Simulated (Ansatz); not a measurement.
A generator proposed this cell of Si₅As₃.

```
CELL_PARAMETERS angstrom
-3.39825 3.39825 3.39825
3.39825 -3.39825 3.39825
3.39825 3.39825 -3.39825
ATOMIC_POSITIONS crystal
Si 0.50000 0.50000 0.50000
Si 0.00000 0.00000 0.50000
Si 0.00000 0.50000 0.00000
Si 0.50000 0.00000 0.00000
Si 0.00000 0.00000 0.00000
As 0.00000 0.50000 0.50000
As 0.50000 0.00000 0.50000
As 0.50000 0.50000 0.00000
```

Theory: DFT PBE, scalar-relativistic, plane waves, PAW (Ansatz). Settings: cutoff 420 eV, Γ-centred mesh 4×4×4 on the computed 8-atom cell, Gaussian smearing of 0.10 eV; no spin polarisation.

Formation energies are uncorrected and refer to the elements' standard structures at the same level.

Question: Estimate its pressure, forces and energy as it stands.

Answer: The pressure is -9.4 GPa (it wants to contract), the largest force is 0.00 eV/Å (symmetry fixes the atoms), and the energy is +0.62 eV/atom against the elements. The shortest distance is 2.94 Å.

Question: How much does it gain on relaxing, and where does it end?

Answer: Relaxing gains under 0.1 eV/atom (the start's value is from the coarse mesh, so the gain is rough) in 9 ionic steps and ends at +0.53 eV/atom on the finer mesh. The symmetry stays Im-3m (No. 229). The volume per atom shrinks by 16.1 %, from 19.6 to 16.5 Å³. The shortest distance goes from 2.94 Å (Si–As and Si–Si) to 2.78 Å (Si–As and Si–Si). Conventional cell: a = 6.410 Å. Si on a site of symmetry -3m has 2 Si at 2.78 Å, 6 As at 2.78 Å and 6 Si at 3.21 Å; Si on a site of symmetry m-3m has 8 Si at 2.78 Å and 6 As at 3.21 Å; As has 8 Si at 2.78 Å, 2 Si at 3.21 Å and 4 As at 3.21 Å.

The last run used an 8×8×8 mesh for its 8-atom cell and Gaussian smearing of 0.10 eV. An odd number of electrons in the primitive cell allows no gap without spin; a larger cell or a magnetic state could open one. The cell is a metal run without spin; a magnetic state may lie lower. The reference form of As is held partly by dispersion forces, which this level lacks. The relaxation can't lower the symmetry of the start. Symmetry constrained the relaxation, so the result can be a saddle point.
